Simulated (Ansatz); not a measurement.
The start is a generated cell, TiAl placed in the CuPt structure type. A full variable-cell relaxation at zero pressure is run with r2SCAN (plane waves to 500 eV, PAW, scalar-relativistic; Ansatz, an electronic-structure program). The first steps use a coarse 13×13×13 k-mesh.

The start:
```
TiAl
1.0
    1.43755     0.82997     4.59305
   -1.43755     0.82997     4.59305
    0.00000    -1.65994     4.59305
Al Ti
1 1
Direct
  0.00000   0.00000   0.00000
  0.50000   0.50000   0.50000
```

```json
{
 "outcome": "The space group stays R-3m (No. 166) (the run could not lower it); the end is AFLOW prototype AB_hR2_166_a_b (L1_1, as in CuPt), with 2 atoms in the primitive cell",
 "energy_released": "under 0.01 eV/atom",
 "Shortest distances (start → end)": "The closest pairs of elements (up to four, under 3.6 Å), start → end: Al–Ti 2.83 → 2.86 Å; Al–Al 2.88 → 2.87 Å; Ti–Ti 2.88 → 2.87 Å",
 "optimiser_moves": "5"
}
```

Final values are on a 19×19×19 k-mesh of the relaxed cell. No spin polarisation in the result.

The run could not lose the symmetry of its start, so the end can be a saddle point.

All atoms sit on sites fixed by symmetry, so only the cell could relax.

The relaxed structure here is a generated cell of TiAl: the first start was made by placing the elements on the sites of a structure type, and the end was not matched to a known phase here, so it may be hypothetical. Known forms of TiAl include space group No. 123.
